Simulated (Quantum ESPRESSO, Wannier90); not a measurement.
# RbIO₃ (R3m): Wannier90 run

```
begin unit_cell_cart
ang
    3.1877301470    1.8404368585    2.6221100000
   -3.1877301470    1.8404368585    2.6221100000
    0.0000000000   -3.6808737170    2.6221100000
end unit_cell_cart
begin atoms_frac
Rb  -0.4843600000 -0.4843600000 -0.4843600000
I    0.0010500000  0.0010500000  0.0010500000
O    0.0365300000 -0.3980600000  0.0365300000
O    0.0365300000  0.0365300000 -0.3980600000
O   -0.3980600000  0.0365300000  0.0365300000
end atoms_frac
```

Structure: Materials Project mp-27193, symmetrised, not relaxed again. Not found in the COD (Crystallography Open Database) copy used; not checked further. Computed values, not measurements, from PBEsol: Quantum ESPRESSO (norm-conserving PseudoDojo potentials, cutoff 68 Ry, no spin polarisation, no spin-orbit coupling) on a Γ-centred 4×4×4 mesh, then Wannier90. Density: 8×8×8 mesh, cold smearing 0.01 Ry. Spin-orbit coupling is left out although heavy elements are present.

Band 2 is isolated and gives one Wannier function a cell (I2 5s 32 %, O3 2s 17 %, O5 2s 17 %; spread 1.97 Å²). Its on-site energy is ε = -19.836 eV relative to the valence-band maximum, and its hoppings t(R) = t(−R) to the nearer images are (images within this range that aren't listed have |t| under 5 meV):

```
R (lattice vectors; −R alike)  distance (Å)  t (eV)
-----------------------------  ------------  ------
0 0 1                                  4.52  -0.040
0 1 0                                  4.52  -0.040
1 0 0                                  4.52  -0.040
```

Q: Work out the band energy at Γ, T, H_2, H_0 from these numbers.

A: For one orbital E(k) = ε + Σ_R 2 t(R) cos(2π k·R), the sum over the listed R.
- Γ, k = (0.000, 0.000, 0.000): E = -19.836 + (-0.040)·(6.00) = -20.08 eV; pw.x: -20.06 eV
- T, k = (0.500, 0.500, 0.500): E = -19.836 + (-0.040)·(-6.00) = -19.60 eV; pw.x: -19.59 eV
- H_2, k = (0.505, 0.495, 0.500): E = -19.836 + (-0.040)·(-6.00) = -19.60 eV; pw.x: -19.59 eV
- H_0, k = (0.500, -0.495, 0.495): E = -19.836 + (-0.040)·(-6.00) = -19.60 eV; pw.x: -19.59 eV

At these points the listed shells miss the plane-wave band by up to 0.02 eV, of a width of 0.47 eV on the path. With all its hoppings the model misses the band by 0.9 meV at worst on the whole path; the listed shells hold nearly all of the dispersion.
